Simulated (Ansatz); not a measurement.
## Energy over volume and axial ratio for CdTe (zinc blende)

CdTe (zinc blende)

```cif
data_Cd4Te4
_chemical_formula_sum 'Te4 Cd4'
_space_group_name_H-M_alt 'F-43m'
_space_group_IT_number 216
_space_group_name_Hall 'F -4 2 3'
_cell_length_a 6.55807
_cell_length_b 6.55807
_cell_length_c 6.55807
_cell_angle_alpha 90.000
_cell_angle_beta 90.000
_cell_angle_gamma 90.000
loop_
_atom_site_label
_atom_site_type_symbol
_atom_site_symmetry_multiplicity
_atom_site_Wyckoff_symbol
_atom_site_fract_x
_atom_site_fract_y
_atom_site_fract_z
_atom_site_occupancy
Te1 Te 4 c 0.25000 0.25000 0.25000 1
Cd1 Cd 4 a 0.00000 0.00000 0.00000 1
```
(The calculation used a cell of 2 atoms; values per cell refer to that cell.)

Two coordinates are scanned: the volume, and the ratio of the stretch along z (the conventional c axis) to the stretch across it. Atoms keep their fractional coordinates.

Computed with r2SCAN (plane waves to 500 eV, PAW, scalar-relativistic; Ansatz, a quantum-chemistry and plane-wave program). k mesh 9×9×9 (Γ-centred), Fermi-Dirac smearing 0.05 eV. E stands for the smeared free energy. Stress and pressure are positive under compression. CdTe was relaxed with its symmetry unable to fall. Spin-orbit coupling is left out, though Te is heavy. The PAW data are Ansatz's earlier set. The zero of ΔE is the relaxed starting cell.

ΔE (kJ/mol of atoms), with V/V₀ across and (c/a)/(c/a)₀ down:

```
(c/a)/(c/a)₀ \ V/V₀  0.920  0.947  0.973  1.000  1.027  1.053  1.080
-------------------  -----  -----  -----  -----  -----  -----  -----
0.880                 4.31   2.65   1.80   1.63   2.06   3.00   4.38
0.920                 3.73   1.95   1.00   0.74   1.08   1.95   3.26
0.960                 3.35   1.51   0.50   0.19   0.49   1.31   2.58
1.000                 3.22   1.36   0.32   0.00   0.29   1.10   2.36
1.040                 3.36   1.52   0.50   0.19   0.49   1.31   2.59
1.080                 3.82   2.03   1.06   0.79   1.12   1.97   3.27
1.120                 4.63   2.91   2.01   1.80   2.18   3.08   4.43
```

P (GPa), with V/V₀ across and (c/a)/(c/a)₀ down:

```
(c/a)/(c/a)₀ \ V/V₀  0.920  0.947  0.973  1.000  1.027  1.053  1.080
-------------------  -----  -----  -----  -----  -----  -----  -----
0.880                 3.72   2.19   0.87  -0.26  -1.23  -2.07  -2.78
0.920                 3.93   2.38   1.04  -0.11  -1.09  -1.94  -2.67
0.960                 4.05   2.48   1.14  -0.02  -1.01  -1.87  -2.61
1.000                 4.09   2.52   1.17   0.01  -0.99  -1.85  -2.59
1.040                 4.05   2.49   1.14  -0.02  -1.01  -1.87  -2.60
1.080                 3.96   2.40   1.07  -0.08  -1.07  -1.92  -2.65
1.120                 3.82   2.28   0.96  -0.18  -1.16  -2.00  -2.72
```

Read from the data:

Shear modulus C′ = (C11 − C12)/2 (fit, atoms clamped): 8.4 GPa
Lowest place on the grid: V/V₀ = 1.000, (c/a)/(c/a)₀ = 1.000 (0.0 meV/atom)
Highest place on the grid: V/V₀ = 0.920, (c/a)/(c/a)₀ = 1.120 (48.0 meV/atom)

(A scan under strain: stresses follow from slopes of the energy per volume, elastic moduli from its curvatures.)
